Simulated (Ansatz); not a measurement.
Total density of states per atom from the program Ansatz at the r²SCAN level (PAW), in 0.25 eV bins, energy from the valence-band maximum:

(E (eV), states/eV/atom): (-7.85, 0.00); (-7.60, 0.00); (-7.35, 0.00); (-7.10, 0.00); (-6.85, 0.00); (-6.60, 0.00); (-6.35, 0.00); (-6.10, 0.00); (-5.85, 0.00); (-5.60, 0.00); (-5.35, 0.00); (-5.10, 0.00); (-4.85, 0.00); (-4.60, 0.00); (-4.35, 0.00); (-4.10, 0.00); (-3.85, 0.00); (-3.60, 0.00); (-3.35, 0.01); (-3.10, 0.16); (-2.85, 0.71); (-2.60, 1.29); (-2.35, 1.14); (-2.10, 0.44); (-1.85, 0.55); (-1.60, 0.87); (-1.35, 0.90); (-1.10, 1.17); (-0.85, 1.56); (-0.60, 1.66); (-0.35, 1.55); (-0.10, 0.77); (0.15, 0.00); (0.40, 0.00); (0.65, 0.00); (0.90, 0.00); (1.15, 0.00); (1.40, 0.00); (1.65, 0.00); (1.90, 0.00); (2.15, 0.00); (2.40, 0.00); (2.65, 0.00); (2.90, 0.00); (3.15, 0.00); (3.40, 0.00); (3.65, 0.00); (3.90, 0.00); (4.15, 0.00); (4.40, 0.00); (4.65, 0.00); (4.90, 0.00); (5.15, 0.00); (5.40, 0.00); (5.65, 0.00); (5.90, 0.02); (6.15, 0.03); (6.40, 0.06); (6.65, 0.17); (6.90, 0.41); (7.15, 0.60); (7.40, 0.60); (7.65, 0.85); (7.90, 0.87); (8.15, 0.56); (8.40, 0.45); (8.65, 0.49); (8.90, 0.89); (9.15, 1.20); (9.40, 0.79); (9.65, 1.10); (9.90, 1.05); (10.15, 0.67); (10.40, 0.77)

Problem. Which of these materials gives this?
A) CeCd3, Fm-3m (Ce on 4a, Cd on 4b, Cd on 8c)
B) Li6MgBr8, Fm-3m (Li on 24d, Mg on 4a, Br on 8c, Br on 24e)
C) LiTbCu2P2, P-3m1 (Li on 1b, Tb on 1a, Cu on 2d, P on 2d)
D) Ba2CdMoO6, Fm-3m (Ba on 8c, Cd on 4b, Mo on 4a, O on 24e)

Solution. B, Li6MgBr8, Fm-3m (Li on 24d, Mg on 4a, Br on 8c, Br on 24e). Top 1 eV of the valence band: Br 4p 99 %. Bottom 1 eV of the conduction band: Mg 3s 31 %, Li 2s 21 %, Br 4s 17 %, Br 4p 12 %, outside the projected shells 18 %. Projections are on Löwdin-orthogonalised atomic valence shells; empty p or d shells of many metals are not among them.

The first step of the workflow began from a Materials Project structure, measured or hypothetical; the Crystallography Open Database copy checked does not list it. Whether it is the stable phase at ambient conditions was not checked. Symmetry was held in the r²SCAN relaxation; whether a distortion lowers the energy is not shown. Spin–orbit coupling is left out wherever it is not named.

Potentials: the later of the program's two PAW sets.
